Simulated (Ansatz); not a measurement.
# TiRe: strain and displacement

```xyz
2
Lattice="3.1180 0.0000 0.0000 0.0000 3.1180 0.0000 0.0000 0.0000 3.1180" Properties=species:S:1:pos:R:3 pbc="T T T"
Ti    1.5590    1.5590    1.5590
Re    0.0000    0.0000    0.0000
```

Atoms are numbered in the order listed.

The cell comes from COD entry 1523516, which wasn't checked; take it as a given geometry.

Spin polarisation is left out, and whether a magnetic state lies lower isn't shown here.

No spin–orbit coupling, which matters for the heavy atoms here.

Method: DFT, PBEsol, all-electron PAW with datasets made for the crystal, scalar-relativistic (Ansatz 0.2.0).

Numerical set-up: a Γ-centred 13×13×13 k mesh, Fermi–Dirac smearing of 0.05 eV, cutoff 460 eV (chosen by the program for this cell), no spin polarisation.

The unchanged cell is at -7.75 GPa.

In a metal, stresses and small energies carry noise from the k mesh.

x, y and z are the Cartesian axes of the cell as listed; fractional coordinates follow a strain, and an engineering shear is twice the off-diagonal strain component.

Q: One change gave: energy change under 1 meV/atom; stress change (xx, yy, zz, yz, xz, xy) 0.06, 0.06, 0.06, 0.72, 0.72, 0.72 GPa, compression positive. Which change was it?
A. equal xy, yz and zx engineering shear strains of +1 %
B. equal xy, yz and zx engineering shear strains of +2 %
C. equal xy, yz and zx engineering shear strains of -1 %
D. equal xy, yz and zx engineering shear strains of -2 %

A: C. For equal xy, yz and zx engineering shear strains of -2 %: energy change +4 meV/atom; stress change (xx, yy, zz, yz, xz, xy) 0.25, 0.25, 0.25, 1.63, 1.63, 1.63 GPa, compression positive. For equal xy, yz and zx engineering shear strains of +1 %: energy change under 1 meV/atom; stress change (xx, yy, zz, yz, xz, xy) 0.06, 0.06, 0.06, -0.60, -0.60, -0.60 GPa, compression positive. For equal xy, yz and zx engineering shear strains of +2 %: energy change +3 meV/atom; stress change (xx, yy, zz, yz, xz, xy) 0.21, 0.21, 0.21, -1.21, -1.21, -1.21 GPa, compression positive.
